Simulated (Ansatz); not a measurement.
Input and command of a plane-wave DFT calculation in Ansatz:

```yaml
crystal:
  lattice:
    - [3.27, 0.0, 0.0]
    - [0.0, 3.27, 0.0]
    - [0.0, 0.0, 3.27]
  atoms:
    - { symbol: Sc, position: [0.5, 0.5, 0.5] }
    - { symbol: Pt, position: [0.0, 0.0, 0.0] }
basis:
  ecutwfc: 420
kpoints:
  mp_grid: { grid: [14, 14, 14] }
hamiltonian:
  xc: lda
scf:
  occupations: { method: gaussian, width: 0.1 }
output:
  forces: true
  stress: true
  eigenvalues: true
relax:
  adjacent_minimum: "off"
  f_tol: 0.005
  max_steps: 80
  cell: { stress_tol: 0.05 }
```

```bash
ansatz run input.yaml --threads 1 --pin off --max-ram 3072MiB --backend cpu --events-out ev --progress --plain --runs-dir out
```

Processor: Arm Neoverse V1, 1 thread, on a host shared with other jobs.

Task: Estimate time, memory and problem size.

Result: About 24 s on 1 thread of Arm Neoverse V1, on a shared host, peak memory 0.35 GiB. It solves 19 bands at 120 k points (the mesh reduced by symmetry) with about 691 plane waves (on the last cell), in 35 SCF iterations over 5 ionic steps.
